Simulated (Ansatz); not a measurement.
Here is the system:

AlGaAs2:
```yaml
crystal:
  lattice:
    - [4.01076, 0.00000, 0.00000]
    - [0.00000, 4.01076, 0.00000]
    - [0.00000, 0.00000, 5.65959]
  atoms:
    - { symbol: Ga, position: [0.00000, 0.00000, 0.00000] }
    - { symbol: As, position: [0.50000, 0.00000, 0.25024] }
    - { symbol: Al, position: [0.50000, 0.50000, 0.50000] }
    - { symbol: As, position: [0.00000, 0.50000, 0.74976] }
```

This is the PBEsol-relaxed structure. x, y and z are the axes in which the lattice vectors are written.

**Question.** All from DFT-PBEsol in the program Ansatz with PAW potentials, unless another level is named. Give the piezoelectric stress constants (proper, relaxed ions, C/m²).

**Answer.** e15 = -0.15, e24 = 0.15, e31 = -0.13, e32 = 0.13.

**Question.** Next, the Poisson's ratio?

**Answer.** 0.26.

Space group P-4m2. The start of the workflow was typed in or built on a structure type; neither database checked (COD, Materials Project) lists it. Its standing as an ambient phase is unchecked. Symmetry was held in the PBEsol relaxation; whether a distortion lowers the energy is not shown. Signs of piezoelectric constants follow the polarity of the cell as given.

Potentials: the earlier of the program's two PAW sets. The files were generated under PBE; for other functionals the program regenerates the frozen cores, and for LDA and PBEsol the local potential too.
